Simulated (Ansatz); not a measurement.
Zr2N:
```
Zr2N
1.0
    5.36823     0.00000     0.00000
    0.00000     5.36823     0.00000
    0.00000     0.00000     3.27421
Zr N
4 2
Direct
  0.29624   0.29624   0.00000
  0.70376   0.70376   0.00000
  0.20376   0.79624   0.50000
  0.79624   0.20376   0.50000
  0.00000   0.00000   0.00000
  0.50000   0.50000   0.50000
```

Relaxed with PBEsol. Special points in fractions of this cell's reciprocal vectors: Γ (0.000, 0.000, 0.000); X (0.000, 0.500, 0.000); M (0.500, 0.500, 0.000); Z (0.000, 0.000, 0.500); R (0.000, 0.500, 0.500); A (0.500, 0.500, 0.500).

Task: List the band energies nearest the Fermi level at these points for plane-wave PAW PBEsol (Ansatz code).

Result: In eV from the Fermi level; about four levels below and three above (degenerate sets whole), none deeper than 8.9 eV; points with the same levels are listed once.

```tsv
k	below	above
Γ	-4.15 -4.15 -3.84 -3.31 -2.00	0.36 0.56 0.75
X	-2.00 -2.00 -0.99 -0.99	1.46 1.46 1.52 1.52
M	-1.48 -1.48 -1.11 -1.11	0.94 0.94 1.35 1.35
Z	-1.15 -1.15 -1.13 -1.13	1.95 1.95 3.13 3.13
R	-0.87 -0.87 -0.76 -0.76	1.53 1.53 3.41 3.41
A	-0.94 -0.94 -0.24 -0.24	1.17 1.17 2.68 2.68
```

Space group P4_2/mnm (anti-rutile). The workflow started from a Materials Project entry (that database holds measured and hypothetical structures alike); the Crystallography Open Database copy checked does not list it. Whether it is the stable phase at ambient conditions was not checked. The cell was relaxed with PBEsol under the symmetry of its start; of distortions, only those at the zone centre were tested. The run is not spin-polarised. Scalar-relativistic: spin–orbit coupling is off unless named, which matters more the heavier the elements.

Potentials: the later of the program's two PAW sets.
